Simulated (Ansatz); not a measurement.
**Question.** Each is relaxed and computed with plane-wave PAW r²SCAN (Ansatz code). Which is the only one with a gap?
(A) NaLaS2, I4_1/amd (Na on 4a, La on 4b, S on 8e)
(B) LaSi2Pt, Cmcm (La on 4c, Si on 4c, Si on 4c, Pt on 4c)
(C) LaSiRu, P4/nmm (La on 2c, Si on 2c, Ru on 2a)
(D) LaNi2Ge2, I4/mmm (La on 2a, Ni on 4d, Ge on 4e)

**Answer.** A, NaLaS2, I4_1/amd (Na on 4a, La on 4b, S on 8e). NaLaS2: gap 2.79 eV (indirect); LaNi2Ge2: metal; LaSi2Pt: metal; LaSiRu: metal. Standing as an ambient phase not checked: NaLaS2, I4_1/amd (Na on 4a, La on 4b, S on 8e); LaNi2Ge2, I4/mmm (La on 2a, Ni on 4d, Ge on 4e); LaSi2Pt, Cmcm (La on 4c, Si on 4c, Si on 4c, Pt on 4c); LaSiRu, P4/nmm (La on 2c, Si on 2c, Ru on 2a). All cells were relaxed under the symmetry of their starts (and spin orders); stability against distortions was not tested throughout. Rows with no word on spin ran without spin polarisation. Spin–orbit coupling is left out wherever it is not named.

Potentials: the later of the program's two PAW sets.
